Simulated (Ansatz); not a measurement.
C:
```
C
1.0
   -2.18398     2.18398     2.18398
    2.18398    -2.18398     2.18398
    2.18398     2.18398    -2.18398
C
6
Direct
  0.50000   0.75000   0.25000
  0.25000   0.50000   0.75000
  0.75000   0.50000   0.25000
  0.50000   0.25000   0.75000
  0.25000   0.75000   0.50000
  0.75000   0.25000   0.50000
```

Relaxed with r²SCAN.

Task: Map the electron localisation function on the plane through (0.250, 0.500, 0.750) spanned by u = [1, 1, 0] and v = [1, 0, 1] in lattice vectors, from plane-wave PAW r²SCAN (Ansatz code).

Result: x is the fraction of u, y of v (the angle between them is 90°; rows are the nearest grid lines); atoms in the plane: C at (0.00, 0.00), C at (0.00, 0.50), C at (0.25, 0.75), C at (0.75, 0.75).
```
|  =#%*+-.     .-+*%#=  |
| :#@@%*=:.   .:=*%@@#: |
|=*@@@%#+=:. .:=+#%@@@*=|
|*#@@@#+++=:.:=+++#@@@#*|
|=*%%#-:-++:.:++-:-#%%*=|
|:-**:  :++-:-++:  :**-:|
|:-**:  :++-:-++:  :**-:|
|=*%%#-:-++:.:++-:-#%%*=|
|*#@@@#+++=:.:=+++#@@@#*|
|=*@@@%#+=:. .:=+#%@@@*=|
| :#@@%*=:.   .:=*%@@#: |
|  =#%*+-.     .-+*%#=  |
| .=**=-.       .-=**=. |
|==++=:.         .:=++==|
|**+=:.           .:=+**|
|==-:.             .:-==|
|::..               ..::|
|::..               ..::|
|==-:.             .:-==|
|**+=:.           .:=+**|
|==++=:.         .:=++==|
| .=**=-.       .-=**=. |
|  =#%*+-.     .-+*%#=  |
```
Scale: ten equal steps from 0.001 (start of ' ') to 0.945 (end of '@'), in the order ' .:-=+*#%@'; x runs from 0.000 to 1.00, y from 0.000 (bottom) to 1.00 (top).

The density is the valence pseudo-density with augmentation charge, so density and ELF within about 1 Å of a nucleus are not all-electron values.

Space group Im-3m. The start of the workflow was typed in or built on a structure type; neither database checked (COD, Materials Project) lists it. It is not the phase usual at ambient conditions (space group No. 194, 227). The cell was relaxed with r²SCAN under the symmetry of its start; whether a distortion lowers the energy is not shown.

Potentials: the earlier of the program's two PAW sets.
